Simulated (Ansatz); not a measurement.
# Structure relaxation, CeO$_{2}$

The start is a relaxed CeO2 cell, doubled along one cell vector, shaken by Gaussian noise of σ = 0.08 Å a coordinate. A full variable-cell relaxation at zero pressure is run with PBE (plane waves to 420 eV, PAW, scalar-relativistic; Ansatz, an electronic-structure program). The first steps use a coarse 6×3×6 k-mesh.

The start:
```yaml
crystal:
  lattice:
    - [0.00000, 2.73229, 2.73229]
    - [5.46459, 0.00000, 5.46459]
    - [2.73229, 2.73229, 0.00000]
  atoms:
    - { symbol: Ce, position: [0.02190, 0.99276, 0.01116] }
    - { symbol: Ce, position: [0.00401, 0.50557, 0.00341] }
    - { symbol: O, position: [0.24122, 0.10545, 0.26039] }
    - { symbol: O, position: [0.31997, 0.62980, 0.18035] }
    - { symbol: O, position: [0.75488, 0.36255, 0.75019] }
    - { symbol: O, position: [0.74613, 0.88868, 0.73340] }
```

How large is the pressure on the unrelaxed cell, and of which sign?

+3.1 GPa (positive: the cell is compressed).

Is the parent structure recovered?

It returns to the parent structure, Fm-3m (No. 225).

How do the shortest distances between atoms change?

The closest pairs of elements (up to four, under 3.6 Å), start → end: Ce–O 2.16 → 2.37 Å; O–O 2.54 → 2.73 Å.

What band gap does the relaxed structure have at this level?

1.87 eV, indirect (valence top at 31 % of the way from K to Γ, conduction bottom at L) (no spin-orbit coupling).

It ends as:

```cif
data_Ce4O8
_chemical_formula_sum 'Ce4 O8'
_space_group_name_H-M_alt 'Fm-3m'
_space_group_IT_number 225
_space_group_name_Hall '-F 4 2 3'
_cell_length_a 5.46460
_cell_length_b 5.46460
_cell_length_c 5.46460
_cell_angle_alpha 90.000
_cell_angle_beta 90.000
_cell_angle_gamma 90.000
loop_
_atom_site_label
_atom_site_type_symbol
_atom_site_symmetry_multiplicity
_atom_site_Wyckoff_symbol
_atom_site_fract_x
_atom_site_fract_y
_atom_site_fract_z
_atom_site_occupancy
Ce1 Ce 4 a 0.00000 0.00000 0.00000 1
O1 O 8 c 0.25000 0.25000 0.25000 1
```
(The calculation used a cell of 3 atoms; values per cell refer to that cell.)

Final values are on a 8×8×8 k-mesh of the relaxed cell. No spin polarisation in the result. No Hubbard U is applied. The 4f state was not searched, so a lower electronic state may exist.
